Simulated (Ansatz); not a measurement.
This PbF structure is the end of a relaxation. The cell was found from a structure generator's guess, not taken from experiment.

The calculation used DFT PBE, scalar-relativistic, plane waves, PAW (Ansatz 0.2.0). Cutoff 420 eV, Γ-centred mesh, Gaussian smearing, no spin polarisation.

```
Pb F
1.0
     2.12417    1.22639    2.64274
    -2.12417    1.22639    2.64274
     0.00000   -2.45278    2.64274
Pb F
1 1
Direct
  0.00000 0.00000 0.00000
  0.50000 0.50000 0.50000
```

The zero of energy is the elements' standard structures at the same level (F₂ as a molecule); no fitted shifts are applied.

Problem. Find its symmetry and describe it.

Solution. R-3m (No. 166). Conventional cell: a = 4.248 Å, c = 7.928 Å. Pb has 6 F at 2.79 Å; around F lie 6 Pb at 2.79 Å.

Problem. How far does it lie from the elements in energy?

Solution. −1.34 eV/atom. A negative formation energy is needed for stability but isn't enough: competing phases decide.

Problem. Is it a metal?

Solution. Yes, bands cross the Fermi level on the 18×18×18 mesh.

The last run used an 18×18×18 mesh for its 2-atom cell and Gaussian smearing of 0.10 eV. Spin–orbit coupling, which can matter for Pb, is left out. An odd number of electrons in the primitive cell allows no gap without spin; a larger cell or a magnetic state could open one. Symmetry constrained the relaxation, so the result can be a saddle point.
